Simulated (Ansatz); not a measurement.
A crystal relaxed with r2SCAN in the plane-wave code Ansatz has space group Cm (No. 8) and a = 14.065 Å, b = 4.240 Å, c = 7.352 Å, β = 100.0°.

```json
{"atom": "Ga", "site": "2a", "x": "0.4998", "y": "0.5000", "z": "0.0008"}
{"atom": "Xx", "site": "2a", "x": "0.0000", "y": "0.5000", "z": "0.5001"}
{"atom": "Xx", "site": "2a", "x": "0.2479", "y": "0.5000", "z": "0.2442"}
{"atom": "Xx", "site": "2a", "x": "0.2526", "y": "0.0000", "z": "0.7558"}
{"atom": "As", "site": "2a", "x": "0.4436", "y": "0.0000", "z": "0.8292"}
{"atom": "As", "site": "2a", "x": "0.4386", "y": "0.5000", "z": "0.2976"}
{"atom": "As", "site": "2a", "x": "0.1773", "y": "0.0000", "z": "0.0587"}
{"atom": "As", "site": "2a", "x": "0.1901", "y": "0.5000", "z": "0.5635"}
```

With r2SCAN the gap is 0.13 eV and direct, at Γ. The HSE06 gap is direct at Γ: 0.45 eV. Meshes: r2SCAN 6×6×4, HSE06 4×4×2.

Task: Which element is Xx?
A. In
B. Tl
C. B
D. Al

Result: A. Xx is In: In₃GaAs₄, ordered on the zincblende lattice (Cm) with 8 atoms a cell. Ga has 4 As at 2.46–2.52 Å; In has 4 As at 2.63–2.67 Å; In has 4 As at 2.61–2.64 Å; In has 4 As at 2.62–2.65 Å; As has 2 Ga at 2.52 Å and 2 In at 2.65–2.67 Å; As has 1 Ga at 2.48 Å and 3 In at 2.64–2.65 Å; As has 1 Ga at 2.46 Å and 3 In at 2.62–2.63 Å; As has 4 In at 2.61–2.63 Å.

Simulation only: spin-unpolarised, and no claim that this is the phase found in nature.

No spin-orbit coupling is included; it can move band edges with weight on the heavy atoms by tenths of an eV.

The meshes of the hybrids are coarse, so their gaps aren't converged to the digits shown.
